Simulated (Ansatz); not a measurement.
A (110) slab of AlNi (Pm-3m (No. 221)), 6 planes, outer planes AlNi (top) and AlNi (bottom), with 12 atoms (Al6Ni6) in a surface cell of A = 11.837 Å², as cut from the bulk:

```xyz
12
Lattice="2.8931 0.0000 0.0000 0.0000 4.0914 0.0000 0.0000 0.0000 25.2286" Properties=species:S:1:pos:R:3 pbc="T T T"
Al    1.4465    0.0000    7.5000
Ni    0.0000    2.0457    7.5000
Al    1.4465    2.0457    9.5457
Ni    0.0000    0.0000    9.5457
Al    1.4465    0.0000   11.5914
Ni    0.0000    2.0457   11.5914
Al    1.4465    2.0457   13.6372
Ni    0.0000    0.0000   13.6372
Al    1.4465    0.0000   15.6829
Ni    0.0000    2.0457   15.6829
Al    1.4465    2.0457   17.7286
Ni    0.0000    0.0000   17.7286
```

These are results of DFT PBE, scalar-relativistic, plane waves, PAW in Ansatz, not measurements. Plane waves to 420 eV, a k mesh through Γ of 12×9×1 on the computed 12-atom cell and Gaussian smearing (0.10 eV); no spin polarisation. The cell repeats along c with a dipole correction in the vacuum.

Against the same 12 atoms in the bulk, the slab as cut lies 2.422 eV higher and the relaxed slab 2.315 eV higher.

Q: Work out the surface energy before and after relaxation.

A: The slab has two faces, so γ = (E_slab − N·E_bulk)/(2A), the mean of both. As cut: 2.422/(2 × 11.837) = 0.1023 eV/Å², and 1 eV/Å² = 16.02 J/m², so γ = 1.64 J/m². Relaxed: 2.315/(2 × 11.837) = 0.0978 eV/Å² = 1.57 J/m². Relaxation recovers 4 % of the cost of cutting.

Q: What is the ideal work of this cut, per area?

A: Griffith's ideal work is 2γ: 3.28 J/m² if the new faces stay rigid, 3.13 J/m² if they relax. One thickness was run, 6 planes, so γ can still shift with it.

The slab was run without spin polarisation; whether its Ni atoms carry moments at the surface wasn't tested.

Cost: 4 runs of about 13 core-minutes in all, on Arm Neoverse V1 (shared hosts).